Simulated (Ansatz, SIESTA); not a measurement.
## Cd2S and the effect of the functional

Space group P3m1 (No. 156). a = 3.963 Å, b = 3.963 Å, c = 5.809 Å, α = 90.00°, β = 90.00°, γ = 120.00°
```tsv
atom	site	symmetry	x	y	z
Cd	1b	3m.	0.3333	0.6667	0.9327
Cd	1c	3m.	0.6667	0.3333	0.5787
S	1b	3m.	0.3333	0.6667	0.3657
```

The cell comes from a database or a generator and needn't be the stable form of this composition.

Kept alike: task band structure; k mesh 8 × 8 × 5; occupations fermi-dirac, width 0.05 eV; no spin polarisation. Program: SIESTA, potentials by row: files PseudoDojo sr-lda-0.4.1-standard, DZP (energy shift 0.003 Ry; two zetas on semicore shells) (LDA); files PseudoDojo sr-pbe-0.4.1-standard, DZP (energy shift 0.003 Ry; two zetas on semicore shells) (PBE); files PseudoDojo sr-pbesol-0.4.1-standard, DZP (energy shift 0.003 Ry; two zetas on semicore shells) (PBEsol). The mesh is that of the run's cell of 3 atoms. No spin-orbit coupling.

| run | pressure (GPa) |
| --- | --- |
| A | -0.59 |
| B | -3.48 |
| C | -5.41 |

Pressure is positive in compression. For a metal such a mesh leaves the last digits unconverged.

Problem. The runs differ in the functional (and the potentials named above) alone: LDA; PBE; PBEsol. Which run is which?

Solution. Run A is PBE; run B is PBEsol; run C is LDA. The pressure runs from -5.41 (LDA) to -0.59 GPa (PBE). From PBE: LDA -4.82; PBEsol -2.89. A twin series (Ansatz, all-electron LAPW, scalar-relativistic) moves it by +1.884 between LDA and PBEsol, against +1.937 GPa here.
